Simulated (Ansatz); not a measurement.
Space group P-6m2 (No. 187). a = 3.318 Å, b = 3.318 Å, c = 13.697 Å, α = 90.00°, β = 90.00°, γ = 120.00°
| atom | site | symmetry | x | y | z |
| --- | --- | --- | --- | --- | --- |
| Mo | 1b | -6m2 | 0.0000 | 0.0000 | 0.5000 |
| W | 1c | -6m2 | 0.3333 | 0.6667 | 0.0000 |
| Se | 2g | 3m. | 0.0000 | 0.0000 | 0.1213 |
| Se | 2h | 3m. | 0.3333 | 0.6667 | 0.3792 |

Equation of state of this MoWSe4 structure (not necessarily the ground state), with shape and atoms relaxed at each volume where symmetry leaves them free. Method: DFT r2SCAN, scalar-relativistic, plane waves, PAW in Ansatz.

Cutoff 500 eV; k points 9×9×2 on the computed 6-atom cell (Γ-centred); Gaussian smearing, width 0.02 eV; no spin polarisation.

| V (Å³/atom) | E − E(largest V) (meV/atom) | P (GPa) | gap on mesh (eV) |
| --- | --- | --- | --- |
| 20.458 | 3.36 | 1.89 | 1.10 |
| 21.111 | -1.74 | 0.72 | 1.13 |
| 21.764 | -2.99 | -0.02 | 1.16 |
| 22.417 | -2.03 | -0.40 | 1.21 |
| 23.069 | 0.00 | -0.54 | 1.26 |

Problem. Fit a third-order Birch–Murnaghan equation to E(V).

Solution. V0 = 21.74 Å³/atom, B0 = 19 GPa, B0' = 19.3. B0' is unusual or poorly fixed by this range.

Spin-orbit coupling is left out, which matters for the bands of heavy elements. The cell holds layers, and where no dispersion correction was added their binding is poorly described.